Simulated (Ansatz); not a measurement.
A geometry of Os away from equilibrium: step 10 of the relaxation of a relaxed Os cell, doubled along one cell vector, shaken by Gaussian noise of σ = 0.08 Å a coordinate. All values below come from r2SCAN (plane waves to 500 eV, PAW, scalar-relativistic; Ansatz, an electronic-structure program). Γ-centred k-mesh 7×14×4 on the run's cell (coarser than for final values), Fermi–Dirac smearing 0.05 eV.

```xyz
8
Lattice="5.4681 -0.0048 0.0001 -1.3691 2.3709 0.0000 0.0002 0.0002 8.7169" Properties=species:S:1:pos:R:3:forces:R:3 pbc="T T T" free_energy=-91179.656 pressure_GPa=6.5
Os     0.1419     0.0650     0.1102   -2.1240   -1.2505   -1.0139
Os     2.6130    -0.0909    -0.0727    2.1254    1.2504    1.0251
Os    -0.1203    -0.0874     4.4694    2.0977    1.2200   -1.0211
Os     2.8756     0.0616     4.2852   -2.0954   -1.2200    1.0289
Os     0.0133     1.5706     2.2028    0.1556    0.0936    0.5492
Os     2.7473     1.5678     2.1932    0.1655    0.1005   -0.5494
Os     1.3735     0.7750     6.5522   -0.1663   -0.1011   -0.5578
Os     4.1068     0.7722     6.5620   -0.1585   -0.0928    0.5390
```

Positions in Å, forces in eV/Å, free energy of the cell in eV (comparable only within this code, potentials and settings). Largest force: 2.67 eV/Å, on Os1, Os2 (atoms numbered as listed); the geometry lies 0.07 eV/atom above the end of its relaxation.

No spin polarisation in the result.

The end of the path is a generated cell of Os: the first start was made by placing the elements on the sites of a structure type, and the end was not matched to a known phase here, so it may be hypothetical. A known form of Os has the same space group but another cell.
